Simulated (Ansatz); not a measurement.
## Calculated quadrupolar parameters for Si2Mo

The cell is a COD entry whose atoms were relaxed with PBE, the cell held.

```xyz
3
Lattice="-1.6000 1.6000 3.9305 1.6000 -1.6000 3.9305 1.6000 1.6000 -3.9305" Properties=species:S:1:pos:R:3 pbc="T T T"
Si    0.0000    0.0000    2.6329
Si    0.0000    0.0000    5.2281
Mo    0.0000    0.0000    0.0000
```

Sites (sets of like atoms) are named by element and the number of their first atom in this list.

Method: Kohn–Sham DFT in Ansatz, PBE, plane waves and PAW, with spin–orbit coupling, 420 eV cutoff, Γ-centred 20×20×20 k-points, Fermi–Dirac smearing 0.05 eV.

C_Q = eQV_zz/h, which is 24.18 MHz for Q = 1 b and V_zz = 10²¹ V/m²; η = (V_xx − V_yy)/V_zz.

⁹⁷Mo: I = 5/2, Q = 255.0 mb. Q values from Pyykkö, Mol. Phys. 116, 1328 (2018).

(1) Which values are expected at the nuclei?

Results:

(1) 

| site | atoms (order as listed) | first shell | V_xx, V_yy, V_zz (10²¹ V/m²) | η | C_Q (MHz) |
| --- | --- | --- | --- | --- | --- |
| Si | 1, 2 | 5 Si at 2.60–2.63 Å, 5 Mo at 2.61–2.63 Å | 0.54, 0.54, -1.07 | 0.00 | – |
| Mo | 3 | 10 Si at 2.61–2.63 Å | 2.92, 2.92, -5.84 | 0.00 | -36.0 |

An axis of threefold or higher order runs through Si and Mo, so V_zz lies along it and η is zero.

Si has no stable isotope with a ground-state quadrupole moment in the table, so no C_Q is given.

The run finds no gap above 0.1 eV (a metal, or nearly one), so the gradients can move by 10 % or more with the k-mesh.
